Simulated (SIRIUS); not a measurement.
A self-consistent single point of Si (P6_3/mmc, 4 atoms in the cell; from Materials Project mp-165, changed as shown) with SIRIUS.

All values come from this method and carry its errors: LDA (PW92), FP-LAPW (LAPW with two local orbitals a valence shell; core below -3 Ha), all-electron full potential with ZORA scalar-relativistic valence and Dirac core (SIRIUS).

The change in words: lattice vector c scaled by 1.02. Reference geometry (P6_3/mmc):
```
Si
1.0
    3.83132     0.00000     0.00000
   -1.91566     3.31802     0.00000
    0.00000     0.00000     6.33262
Si
4
Cartesian
  0.00000   2.21201   0.39902
  1.91566   1.10601   5.93360
  1.91566   1.10601   3.56533
  0.00000   2.21201   2.76729
```

Reference input (self-consistent single point, DFT, LDA (PW92), FP-LAPW (LAPW with two local orbitals a valence shell; core below -3 Ha), all-electron full potential with ZORA scalar-relativistic valence and Dirac core): parameters.ngridk = 8 8 4; basis = LAPW with two local orbitals a valence shell, core below -3 Ha; unit_cell.atom_type_rmt = {Si: 2.15} bohr; parameters.xc_functionals = [XC_LDA_X, XC_LDA_C_PW]; parameters.aw_cutoff = 7; parameters.pw_cutoff = 20 1/bohr; parameters.smearing = gaussian; parameters.smearing_width = 0.000734986 Ha; parameters.electronic_structure_method = full_potential_lapwlo; parameters.lmax_apw = 8; parameters.lmax_rho = 8; parameters.lmax_pot = 8. This run's input differs from it in these lines:

```diff
@@ -38,3 +38,3 @@
       [-0.5000000342, 0.8660253456, 0.0],
-      [0.0, 0.0, 1.652856048]
+      [0.0, 0.0, 1.6859130645]
     ],
```

Log, with long lists cut:

```
[find] density tolerance         : 1e-06
[find] total energy tolerance    : 1e-07
[find] iter_solver_tol (initial) : 0.01
[find] iter_solver_tol (target)  : 1e-13
[find] num_dft_iter              : 100
Charges and magnetic moments
--------------------------------------------------------------------------------
atom      charge    core leakage
--------------------------------------------------------------------------------
   0   12.102835    0.000000e+00
   1   12.102835    0.000000e+00
   2   12.102835    0.000000e+00
   3   12.102835    0.000000e+00

total core leakage    : 0.00000000e+00
interstitial charge   : 7.588659
   [... lines left out ...]
[find]    3   12.152242    1.780069e-03
[find] total core leakage    : 7.12027604e-03
[find] interstitial charge   : 7.383912
[find] total charge          : 55.992879
[find] Energy
[find] smearing (-TS)                 :      -0.00000000
[find] Total energy                   :   -1156.15820989 (Ha),   -2312.31641979 (Ry)
[find] Free energy (E-TS)             :   -1156.15820989 (Ha),   -2312.31641979 (Ry)
[find] band gap (eV)                  :       0.44176517
[find] Efermi                         :       0.19404825
[find] iteration : 10, RMS (target) : 8.7398e-07 (1.0000e-06) , energy difference (target) : -6.1800e-10 (1.0000e-07)
[find] converged after 11 SCF iterations!
Warning in function "check_num_electrons" at src/density/density.cpp:1179
wrong number of electrons
  obtained value : 55.9929
  target value : 56
  difference : 0.00712126
  total core leakage : 0.00712028
    atom class : 0, core leakage : 0.00178007
[find] Charges and magnetic moments
[find] atom      charge    core leakage
[find]    0   12.152242    1.780069e-03
[find]    1   12.152242    1.780069e-03
[find]    2   12.152242    1.780069e-03
[find]    3   12.152242    1.780069e-03
[find] total core leakage    : 7.12027604e-03
[find] interstitial charge   : 7.383912
[find] total charge          : 55.992879
[find] Energy
[find] smearing (-TS)                 :      -0.00000000
[find] Total energy                   :   -1156.15820989 (Ha),   -2312.31641979 (Ry)
   [... lines left out ...]
[find] Free energy (E-TS)             :   -1156.15820989 (Ha),   -2312.31641979 (Ry)
[find] band gap (eV)                  :       0.44176517
   [... lines left out ...]
[find] Efermi                         :       0.19404825
[ground_state] ==== total Forces in Ha/bohr =====
[ground_state] atom:    0, force:      -0.0000000      0.0000000      0.0028767
[ground_state] atom:    1, force:       0.0000000      0.0000000     -0.0028767
[ground_state] atom:    2, force:       0.0000000      0.0000000      0.0028767
[ground_state] atom:    3, force:       0.0000000     -0.0000000     -0.0028767
```

The run converged in 11 iterations. Against the reference run the free energy goes up by 10.5 meV/atom, the largest force goes from 0.015 to 0.148 eV/Å and the gap on the mesh goes from 0.320 to 0.442 eV.

The structure comes from a collection of computed structures, made at another level of theory; the collection holds predicted forms beside known ones. Values depend on the basis (sphere radii, cutoffs, local orbitals), which need not be converged.

Cost on one core: about 80 core-seconds (a rough figure).

The gap that the log prints is read on the run's mesh, which can miss the band edges or a crossing.
